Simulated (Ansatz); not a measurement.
Single point in Ansatz 0.2.0 with r2SCAN, no spin polarisation. Cutoff 500 eV, PAW datasets, 7×7×7 Γ-centred k mesh, fermi-dirac filling (width 0.1 eV).

Computed maps in the lattice plane spanned by a (left to right, 5.56 Å, 17 points from zero) and b (bottom to top, 5.56 Å, 17 points from zero), 90° apart, at height 0.236 along c. The fields are smooth PAW ones with compensation charges, not the true ones near nuclei.

Valence density. Digits on a logarithmic scale: 0 up to 0.03 e/Å³, each further digit a factor of 1.6, 9 from 1.3 e/Å³ up:
```
67776654444444456
55555544555555445
44444445677776544
22222346799997643
11011346899998643
10001246899998642
00000245799997542
00000135689986531
01110123566665321
22222112344443211
44444211122221112
56665421111111124
78987542000000245
99999653100001356
99999753100001357
99999753211112357
89998654322223456
```

ELF. Ten even steps from '0' (0.00) to '9' (0.74):
```
86568974445544479
87778766887788657
45554468975579864
11111379752257973
00000378620026873
00000378610016873
00000268630036872
00000158875578851
00100016988889710
25653002699997200
89998410146641004
98889840001100048
76567872000000278
51015784000000487
40104785100001587
40004785100001587
63236885211112588
```

**Question.** The cell is BeTe2. Which atoms lie within 0.2 Å of this plane, and where (fractions of a and b)?

**Answer.** Te at (0.12, 0.10), Te at (0.62, 0.66). The whole cell:
```yaml
crystal:
  lattice:
    - [0.00000, 0.00000, 5.56471]
    - [5.55549, 0.00000, 0.00000]
    - [2.77774, 5.21709, -2.78235]
  atoms:
    - { symbol: Te, position: [0.11811, 0.10320, 0.23622] }
    - { symbol: Te, position: [0.88189, 0.89680, 0.76378] }
    - { symbol: Te, position: [0.38189, 0.33942, 0.76378] }
    - { symbol: Te, position: [0.61811, 0.66058, 0.23622] }
    - { symbol: Be, position: [0.25000, 0.00000, 0.00000] }
    - { symbol: Be, position: [0.75000, 0.00000, 0.00000] }
```

Origin: a known structure type with other elements, at an estimated volume, so it need not be a known compound. Caveats: atoms or cell far from equilibrium.
